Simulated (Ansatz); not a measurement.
HgPd (P4/mmm) as a metal

```xyz
2
Lattice="2.9867 0.0000 0.0000 0.0000 2.9867 0.0000 0.0000 0.0000 3.6861" Properties=species:S:1:pos:R:3 pbc="T T T"
Hg    0.0000    0.0000    0.0000
Pd    1.4933    1.4933    1.8431
```

Conventional cell: a = 2.987 Å, b = 2.987 Å, c = 3.686 Å, α = 90.00°, β = 90.00°, γ = 90.00°. Hg (atom 1) has 8 Pd at 2.80 Å and 4 Hg at 2.99 Å as nearest neighbours. Around Pd (atom 2) lie 8 Hg at 2.80 Å and 4 Pd at 2.99 Å.

Level of theory, where no other is named: LDA, all-electron LAPW in Ansatz 0.2.0, scalar-relativistic. k mesh 10×10×10, fine mesh 20×20×16, Fermi-Dirac smearing of 0.080 eV, basis error target 1 meV/atom. The cell was relaxed by PAW under this functional.

Levels and slopes are solved on a 20×20×16 mesh, and each state is taken as quadratic over its cell.

Task: What is the density of states at the Fermi level, and which bare Sommerfeld coefficient follows?

Result: N(E_F) = 0.245 states/eV/atom (both spins), so γ = (π²/3) k_B² N(E_F) = 0.578 mJ/(mol-atom K²) without electron-phonon or spin-fluctuation enhancement.

Task: What Drude plasma energy and σ/τ do the band velocities give?

Result: (ħω_p,α)² = (e²/ε₀VN_k) Σ_nkσ (∂E/∂k_α)² δ(E − E_F) gives ħω_p = (6.02, 6.02, 8.20) eV along x, y, z, and σ/τ = ε₀ω_p² = 7.42×10²⁰ Ω⁻¹m⁻¹s⁻¹ along x. Weighted by the density of states, the mean Fermi speed is 1.06×10⁶ m/s; the surface has an area of 12.9 Å⁻² for each spin direction.

Task: Which bands cross the Fermi level, and what do they carry?

Result: 

```json
{"band": "1", "filled part": "0.85", "N (states/eV/cell)": "0.218", "speed (10⁶ m/s)": "1.08", "5th to 95th percentile": "0.74 to 1.30", "area (Å⁻²)": "5.84", "filling": "partly filled"}
{"band": "2", "filled part": "0.15", "N (states/eV/cell)": "0.272", "speed (10⁶ m/s)": "1.04", "5th to 95th percentile": "0.33 to 1.44", "area (Å⁻²)": "7.02", "filling": "partly filled"}
```

Task: Map the plane k₃ = 1/2 of the mesh: how many bands lie under the Fermi level at each point, counted from the least on the plane?

Result: k₁ runs to the right and k₂ upwards, each from −½ to ½ with 0 in the middle (the axes needn't be at right angles):
```
00000000222220000000
00000001222221000000
00000012222222100000
00000012222222100000
00000122222222210000
00011222222222221100
00122222222222222210
12222222222222222222
22222222222222222222
22222222222222222222
22222222222222222222
12222222222222222222
00122222222222222210
00011222222222221100
00000122222222210000
00000012222222100000
00000012222222100000
00000001222221000000
00000000222220000000
00000000122210000000
```

Task: On PAW files the program sums the optical response inside the mesh cells, interband lines and its own Drude term. Where does ε₁ rise through zero (a sharp plasmon if ε₂ is small there), and how much light is reflected?

Result: 

| Item | Value |
| --- | --- |
| Fine mesh | 20, 20, 16 |
| Window top | 30 eV |
| Line width | 0.25 eV |
| Drude damping | 0.03 eV |
| ε₁ rises through zero at x | 2.82, 4.71, 9.15 eV |
| ε₂ there x | 10.1, 7.84, 2.44 |
| ε₁ rises through zero at z | 4.8, 8.55 eV |
| ε₂ there z | 5.71, 2.92 |
| Plasma energy (x, y, z) | 6.109, 6.109, 8.145 eV |
| Reflectivity at 1 eV, x-polarised | 0.7452 |
| Reflectivity at 2 eV, x-polarised | 0.5026 |
| Reflectivity at 3 eV, x-polarised | 0.4027 |

The plasma energy here is the program's own sum at the run's smearing; it differs from the value above by up to 1 %, through mesh and smearing.

Task: What does PAW give for the same cell?

Result: N(E_F) = 0.245 states/eV/atom and ħω_p,x = 6.02 eV.

Limits of these numbers: no spin-orbit coupling on heavy atoms; filled d bands lie too high at this level, so their transitions start too early; these sums move with the mesh, by several per cent and more for small sheets; frozen-core PAW files fitted under PBE, their cores solved anew for the functional of the run.
